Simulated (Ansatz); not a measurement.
SiC (6H type, space group P6_3mc)

```cif
data_C6Si6
_chemical_formula_sum 'Si6 C6'
_space_group_name_H-M_alt 'P 1'
_space_group_IT_number 1
_cell_length_a 3.07849
_cell_length_b 3.07849
_cell_length_c 15.10677
_cell_angle_alpha 90.000
_cell_angle_beta 90.000
_cell_angle_gamma 120.000
loop_
_space_group_symop_operation_xyz
  'x, y, z'
loop_
_atom_site_label
_atom_site_type_symbol
_atom_site_fract_x
_atom_site_fract_y
_atom_site_fract_z
_atom_site_occupancy
Si1 Si 0.00000 0.00000 0.99982 1
Si2 Si 0.00000 0.00000 0.49982 1
Si3 Si 0.66667 0.33333 0.83309 1
Si4 Si 0.33333 0.66667 0.33309 1
Si5 Si 0.66667 0.33333 0.16660 1
Si6 Si 0.33333 0.66667 0.66660 1
C1 C 0.00000 0.00000 0.87447 1
C2 C 0.00000 0.00000 0.37447 1
C3 C 0.66667 0.33333 0.70810 1
C4 C 0.33333 0.66667 0.20810 1
C5 C 0.66667 0.33333 0.04163 1
C6 C 0.33333 0.66667 0.54163 1
```

Equation-of-state scan: isotropic scaling of the cell above, V₀ being its volume. The atoms relax within the cell's symmetry.

Calculation: r2SCAN (plane waves to 500 eV, PAW, scalar-relativistic; Ansatz, a first-principles code). k mesh 10×10×2 (Γ-centred), Fermi-Dirac smearing 0.05 eV. E stands for the smeared free energy. Compression counts positive. With the shape held, the modulus is that of even scaling; a crystal free to change shape is softer. SiC was relaxed with its symmetry unable to fall. ΔE is measured from the relaxed starting cell.

The scan covers V/V₀ from 0.840 to 1.160 in 13 points.

Question: What is ΔE at V/V₀ = 0.840?

Answer: 248.1 meV/atom.

Question: What is ΔE at V/V₀ = 1.160?

Answer: 146.9 meV/atom.

Question: What pressure does the cell carry at V/V₀ = 0.840?

Answer: 55.3 GPa.

(Under strain, the slope of the energy per volume gives the stress and its curvature an elastic modulus.)
